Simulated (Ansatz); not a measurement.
ScSnCN in space group P3m1 (No. 156; Sc on 1b, Sn on 1c, C on 1b, N on 1c), r²SCAN (plane waves, PAW; program Ansatz). The conduction-band minimum lies at Γ, with 1 equivalent valley. Second derivatives d²E/dk² of the lowest band at one valley (eV·Å²), along Cartesian directions:

| direction | d²E/dk² |
|---|---|
| [100] | 52.41 |
| [010] | 52.41 |
| [001] | 13.21 |
| [110] | 52.41 |
| [101] | 32.84 |
| [011] | 32.84 |

Q: Find the principal effective masses, the density-of-states mass and the conductivity mass.

A: Off-diagonal terms follow from H_xy = H[110] − (H_xx + H_yy)/2, and m*/mₑ = 7.620 eV·Å² over each eigenvalue: 0.15, 0.15, 0.58. One valley's DOS mass (m₁m₂m₃)^(1/3) = 0.23, conductivity mass 3/(Σ 1/mᵢ) = 0.19 mₑ.

Q: What effective density of states Nc follows at 300 K for parabolic valleys?

A: Nc = 2.509e19 × 1 × (0.23)^(3/2) ≈ 2.8e18 cm⁻³.

The start of the workflow was typed in or built on a structure type; neither database checked (COD, Materials Project) lists it. Whether it is the stable phase at ambient conditions was not checked. Symmetry was held in the r²SCAN relaxation; its stability against distortions is not shown here. The run is not spin-polarised. Spin–orbit coupling is left out wherever it is not named.

Potentials: the earlier of the program's two PAW sets.

Edges and masses are those of Kohn–Sham bands, whose gap is no quasiparticle gap.
